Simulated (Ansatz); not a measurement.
NaI (rock salt) is sheared across one {100} plane: the third cell vector gains the shift, so faults repeat every 9.6 Å. The cut lies between planes 3.20 Å apart; the cell height is held.

```
NaI
1.0
    4.52735     0.00000     0.00000
    0.00000     4.52735     0.00000
    2.26367     2.26367     9.60396
I Na
3 3
Direct
  0.00000   0.00000   0.83333
  0.33333   0.33333   0.16667
  0.66667   0.66667   0.50000
  0.50000   0.50000   0.83333
  0.83333   0.83333   0.16667
  0.16667   0.16667   0.50000
```

In-plane vectors a = (4.527, 0.000) Å, b = (0.000, 4.527) Å, area 20.50 Å². The shift is x·a + y·b, and the map repeats with period 1 in x and y. The shift is rigid: no atom relaxes. γ = [E(shift) − E(0)] / area.

Calculation: PBEsol (plane waves to 420 eV, PAW, scalar-relativistic; Ansatz, a quantum-chemistry and plane-wave program). k mesh 6×6×6 (Γ-centred), Fermi-Dirac smearing 0.05 eV. E is the zero-smearing estimate. Faults lie only 9.6 Å apart, and holding the cell height and the atoms raises γ above its relaxed value. NaI was relaxed with its symmetry unable to fall. Spin-orbit coupling is left out, though I is heavy. γ is measured from zero shift.

The scan covers x from 0.000 to 0.833 in 6 points and y from 0.000 to 0.833 in 6 points.

Question: Where does the grid have local minima besides zero shift?

Answer: No grid point is one.

Question: Stepping between nearest grid points (4 neighbours each), what is the highest γ met on the easiest way from zero shift to the shift a?

Answer: 258 mJ/m².

Question: Which grid point, or set of equal points, is the highest, and at what γ?

Answer: x = 0.500, y = 0.500 (905 mJ/m²).

(The slope of γ gives the shear force per area between the displaced halves; near zero shift its curvature is an elastic stiffness.)
